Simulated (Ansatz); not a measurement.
The relaxed structure here is a generated cell of MgO: the first start was made by placing the elements on the sites of a structure type, and the end was not matched to a known phase here, so it may be hypothetical. Known forms of MgO include space group No. 225.

A relaxed structure of MgO. Space group Pmma (No. 51). Level of theory: r2SCAN (plane waves to 500 eV, PAW, scalar-relativistic; Ansatz, a quantum-chemistry and plane-wave program).

```xyz
8
Lattice="10.5548 0.0000 0.0000 0.0000 2.9638 0.0000 0.0000 0.0000 2.9279" Properties=species:S:1:pos:R:3 pbc="T T T"
Mg     7.9161     0.0000     0.9494
Mg     2.6387     0.0000     1.9785
Mg     0.0000     1.4819     0.0000
Mg     5.2774     1.4819     0.0000
O      9.2826     0.0000     2.3923
O      4.0052     0.0000     0.5357
O      1.2722     0.0000     0.5357
O      6.5496     0.0000     2.3923
```

Q: Predict the band gap from r2SCAN.

A: 2.29 eV, indirect (valence top at Y, conduction bottom at Γ) (no spin-orbit coupling).

Q: What smallest direct gap does r2SCAN give?

A: 2.44 eV at Γ.

No spin polarisation in the result.

The run could not lose the symmetry of its start, so the end can be a saddle point.

It was reached from a disturbed copy of a P4₂/mmc (No. 131) cell, against which it lies -24 meV/atom.
